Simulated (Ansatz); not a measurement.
# Surface calculation: hcp Co (10-10), 4 layers

The slab is cut from the hcp crystal, the stable phase, as relaxed on PAW files (10.86 Å³/atom), with 16 Å of vacuum and a dipole correction:

```xyz
4
Lattice="2.4930 0.0000 0.0000 0.0000 4.0369 0.0000 0.0000 0.0000 18.8787" Properties=species:S:1:pos:R:3 pbc="T T T"
Co    0.0000    3.0277    8.0000
Co    1.2465    1.0092    8.7197
Co    1.2465    3.0277   10.1590
Co    0.0000    1.0092   10.8787
```

Computed with Ansatz 0.2.0; functional PBE, scalar-relativistic. Settings: a Γ-centred 15×9×1 k mesh, Fermi–Dirac smearing of 0.1 eV, spin-polarised from start moments Co1 1.7, Co2 1.7, Co3 1.7, Co4 1.7 μB. Methods: LAPW: all electrons, basis error target 1 meV/atom; PAW: frozen-core files, cutoff 420 eV.

The bulk energy comes from a cell in the slab's orientation on a 15×9×9 mesh. The surface energy is (E(slab) − N·E(bulk))/2A at zero smearing, the mean of both faces; thin slabs carry quantum-size effects.

The magnetic state is the one reached from the start moments; other orders weren't searched.

Task: As cut, the LAPW slab lies 2.912 eV above 4 atoms of bulk. What surface energy is that?

Result: Over two faces of 10.06 Å² it is 144.7 meV/Å², and times 16.02 J/m² per eV/Å² that gives γ = 2.318 J/m².

```
method  γ as cut (J/m²)  γ relaxed (J/m²)  Φ as cut (eV)  Φ relaxed (eV)
  LAPW            2.318                 ?              ?            4.76
```

Task: Fill in "Φ as cut (eV)" for the row "LAPW".

Result: 4.63.

Task: What belongs in the row "LAPW", column "γ relaxed (J/m²)"?

Result: 2.270.

Task: How do the spacings between the planes relax?

Result: From the bottom face up: d12 -21.6 % of 0.720 Å, d23 +4.8 % of 1.439 Å, d34 -21.6 % of 0.720 Å.

Task: How do the moments vary through the slab?

Result: Co1 1.87, Co2 1.77, Co3 1.77, Co4 1.87 μB in the LAPW spheres; the bulk has Co 1.67 μB.

Task: What changes if the vacuum is set to 22 Å?

Result: LAPW then gives: no gap, work function 4.76 eV; PAW: no gap, work function 4.76 eV.

Task: What changes if the images along the normal are cut off in place of the dipole correction?

Result: LAPW then gives: no gap, work function 4.76 eV; PAW: no gap, work function 4.76 eV.
